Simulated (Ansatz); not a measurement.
BaHfO$_{3}$ (cubic perovskite, Pm-3m) under volume change, r²SCAN in the plane-wave PAW code Ansatz, scaled uniformly.

| V (Å³/atom) | E − E(relaxed) (meV/atom) | P (GPa) |
|---|---|---|
| 13.268 | 74.3 | 19.76 |
| 13.705 | 31.2 | 12.08 |
| 14.142 | 7.4 | 5.55 |
| 14.580 | 0.0 | -0.01 |
| 15.017 | 6.7 | -4.75 |
| 15.454 | 25.3 | -8.78 |
| 15.892 | 54.1 | -12.22 |

Problem. What does a third-order Birch–Murnaghan fit give for V₀, B₀ and B′?

Solution. V₀ = 14.58 Å³/atom, B₀ = 171 GPa, B′ = 4.3.

The cell was relaxed with r²SCAN under the symmetry of its start. The run is not spin-polarised. Spin–orbit coupling is left out wherever it is not named.

Potentials: the earlier of the program's two PAW sets.
